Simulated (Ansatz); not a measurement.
GaP:
```xyz
12
Lattice="6.7848 0.0000 0.0000 0.0000 6.7848 0.0000 0.0000 0.0000 6.7848" Properties=species:S:1:pos:R:3 pbc="T T T"
Ga     1.6962     0.0000     3.3924
Ga     3.3924     1.6962     0.0000
Ga     3.3924     5.0886     0.0000
Ga     5.0886     0.0000     3.3924
Ga     0.0000     3.3924     5.0886
Ga     0.0000     3.3924     1.6962
P      1.6962     3.3924     0.0000
P      0.0000     1.6962     3.3924
P      0.0000     5.0886     3.3924
P      5.0886     3.3924     0.0000
P      3.3924     0.0000     5.0886
P      3.3924     0.0000     1.6962
```

Relaxed with PBE. Special points in fractions of this cell's reciprocal vectors: Γ (0.000, 0.000, 0.000); X (0.000, 0.500, 0.000); M (0.500, 0.500, 0.000); R (0.500, 0.500, 0.500).

List the band energies nearest the valence-band maximum at these points for DFT-PBE with spin–orbit coupling in the program Ansatz with PAW potentials.

In eV from the valence-band maximum; about four levels below and three above (degenerate sets whole), none deeper than 8.9 eV; points with the same levels are listed once.

```
k                                            below                                    above
-  -----------------------------------------------  ---------------------------------------
Γ                              0.00 0.00 0.00 0.00                      1.09 1.09 1.09 1.09
X                          -0.36 -0.36 -0.36 -0.36                      1.01 1.01 1.01 1.01
M                          -0.92 -0.92 -0.39 -0.39                      1.84 1.84 1.86 1.86
R  -1.64 -1.64 -1.64 -1.64 -1.64 -1.64 -1.64 -1.64  3.04 3.04 3.04 3.04 3.04 3.04 3.04 3.04
```

Space group Pm-3n. The start of the workflow was typed in or built on a structure type; neither database checked (COD, Materials Project) lists it. It is not the phase usual at ambient conditions (space group No. 216). Symmetry was held in the PBE relaxation; whether a distortion lowers the energy is not shown. The volume moved by 26 % from the start of the relaxation.

Potentials: the earlier of the program's two PAW sets.
